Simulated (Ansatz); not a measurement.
SiO2: a ladder of calculations

Cell of run 1: a COD entry, atoms as given.

```cif
data_SiO2
_symmetry_space_group_name_H-M 'P4_12_12'
_symmetry_Int_Tables_number 92
_cell_length_a 4.7460
_cell_length_b 4.7460
_cell_length_c 6.4450
_cell_angle_alpha 90.000
_cell_angle_beta 90.000
_cell_angle_gamma 90.000
loop_
_atom_site_label
_atom_site_type_symbol
_atom_site_symmetry_multiplicity
_atom_site_Wyckoff_symbol
_atom_site_fract_x
_atom_site_fract_y
_atom_site_fract_z
Si Si 4 a 0.3237 0.3237 0.0000
O O 8 b 0.2338 0.1546 0.1992
```

One atom of each set is listed.

Relaxed positions (PBE, cell held):

Si (0.3281, 0.3281, 0.0000)
O (0.2266, 0.1604, 0.2069)

All runs are DFT with Ansatz 0.2.0 (plane waves and PAW, scalar-relativistic unless spin–orbit coupling is named, Γ-centred meshes, Fermi–Dirac smearing where given) in this cell.

Run 1: PBE, gradients read without the response of the cores, atoms as given; 420 eV, 5×5×3 k-points, smearing 0.02 eV.
Run 2: PBE, gradients read without the response of the cores, atoms relaxed; 420 eV, 5×5×3 k-points, smearing 0.02 eV.
Run 3: r2SCAN, gradients read without the response of the cores, at the relaxed atoms; 500 eV, 5×5×3 k-points, smearing 0.02 eV.

| run | Si V_zz (η) | O V_zz (η) |
| --- | --- | --- |
| 1 | -1.11 (0.35) | 8.54 (0.23) |
| 2 | ? | ? |
| 3 | -0.64 (0.62) | 8.73 (0.35) |

V_zz in 10²¹ V/m².

**Question.** Estimate the row of run 2.

**Answer.** Si: -0.63 (0.64); O: 8.80 (0.35). It lies nearest to run 3, from whose tensors on these sites it differs by 0.08 at most (largest principal value of the difference, on O). Taken one at a time, the positions of the atoms (as given or relaxed) move the tensors on these sites by up to 1.44 (largest principal value of the change, on Si), the functional (r2SCAN with its higher cutoff) by 0.08 (O). On some sites the largest principal value moves to another axis from run to run, and the sign of V_zz can flip with it.

The cell is 15 % smaller than that of α-cristobalite at ambient conditions, so the entry probably stands for a crystal under pressure. In runs 1, 3 the atoms aren't at the calculated equilibrium (largest force 2.0, 0.39 eV/Å). The cell isn't the equilibrium one in runs 1, 2 (calculated pressure 14, 6 GPa, with larger principal stresses), and the entry's cell may itself be off.
